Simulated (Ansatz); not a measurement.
Given:

Ir:
```yaml
crystal:
  lattice:
    - [0.00000, 1.92240, 1.92240]
    - [1.92240, 0.00000, 1.92240]
    - [1.92240, 1.92240, 0.00000]
  atoms:
    - { symbol: Ir, position: [0.00000, 0.00000, 0.00000] }
```

This is the r²SCAN-relaxed structure.

### Question
All from r²SCAN in the plane-wave PAW code Ansatz, unless another level is named. Predict the density of states at the Fermi level.

### Answer
0.86 states/eV per atom (mean over ±0.08 eV).

### Question
Give the gap with spin–orbit coupling.

### Answer
none (metallic).

Space group Fm-3m (fcc (Cu type)). Symmetry was held in the r²SCAN relaxation. No spin polarisation was allowed. Scalar-relativistic: spin–orbit coupling is off unless named, which matters more the heavier the elements.

Potentials: the earlier of the program's two PAW sets.
